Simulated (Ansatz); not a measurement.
Si$_{2}$W:
```xyz
3
Lattice="-1.6146 1.6146 3.9340 1.6146 -1.6146 3.9340 1.6146 1.6146 -3.9340" Properties=species:S:1:pos:R:3 pbc="T T T"
Si     0.0000     0.0000     2.6324
Si     0.0000     0.0000     5.2356
W      0.0000     0.0000     0.0000
```

Relaxed with PBE. Special points in fractions of this cell's reciprocal vectors: Γ (0.000, 0.000, 0.000); X (0.000, 0.000, 0.500); P (0.250, 0.250, 0.250); N (0.000, 0.500, 0.000); M (0.500, 0.500, -0.500); S (0.292, 0.708, -0.292); S0 (-0.292, 0.292, 0.292); R (-0.084, 0.084, 0.500); G (0.500, 0.500, -0.084).

**Question.** List the band energies nearest the Fermi level at these points for the program Ansatz at the PBE level (PAW).

**Answer.** In eV from the Fermi level; about four levels below and three above (degenerate sets whole), none deeper than 8.9 eV; points with the same levels are listed once.

```tsv
k	below	above
Γ	-3.77 -3.26 -2.82 -2.82	0.59 2.64 2.97
X	-5.51 -4.97 -3.21 -1.76	2.73 2.90 3.05
P	-6.51 -6.51 -3.02 -2.41 -2.41	0.02 2.90 3.53
N	-4.82 -2.76 -2.73 -0.43	2.64 2.75 3.89
M	-0.86 -0.86 -0.50 -0.50	0.77 4.43 4.71
S	-3.01 -2.67 -2.45 -0.32	1.78 2.49 3.50
R	-5.09 -4.08 -3.07 -2.31	1.91 2.10 2.96
```

Space group I4/mmm (MoSi2 or CaC2 type). Symmetry was held in the PBE relaxation. No spin polarisation was allowed. Scalar-relativistic: spin–orbit coupling is off unless named, which matters more the heavier the elements.

Potentials: the earlier of the program's two PAW sets.
